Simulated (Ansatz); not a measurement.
CoPtRh:
```yaml
crystal:
  lattice:
    - [2.68771, 0.00000, 0.00000]
    - [-1.34386, 2.32763, 0.00000]
    - [0.00000, 0.00000, 6.54111]
  atoms:
    - { symbol: Co, position: [0.00000, 0.00000, 0.99352] }
    - { symbol: Pt, position: [0.33333, 0.66667, 0.32092] }
    - { symbol: Rh, position: [0.66667, 0.33333, 0.68556] }
```
The run is spin-polarised; directions of the spins, atom by atom: ↑ ↑ ↑.

Relaxed with r²SCAN.

Question: Give the Bader charges and basin volumes of the independent atoms, the program Ansatz at the r²SCAN level (PAW).

Answer: 

```json
[
 {"atom": "Co1", "Bader charge (e)": "+0.44", "Bader volume (Å³)": "10.6"},
 {"atom": "Pt2", "Bader charge (e)": "-0.32", "Bader volume (Å³)": "15.9"},
 {"atom": "Rh3", "Bader charge (e)": "-0.12", "Bader volume (Å³)": "14.4"}
]
```

Space group P3m1. The start of the workflow was typed in or built on a structure type; neither database checked (COD, Materials Project) lists it. Its standing as an ambient phase is unchecked. The r²SCAN relaxation kept the symmetry of its start; its stability against distortions is not shown here. Magnetic state: ferromagnetic, chosen from 3 collinear starts compared on coarse meshes (ties went to the first, and starts can fall back to one state), not a proven ground state. Other orbital occupations within this spin state were not tried. Scalar-relativistic: spin–orbit coupling is off unless named, which matters more the heavier the elements.

Potentials: the earlier of the program's two PAW sets. The files were generated under PBE; for other functionals the program regenerates the frozen cores, and for LDA and PBEsol the local potential too.
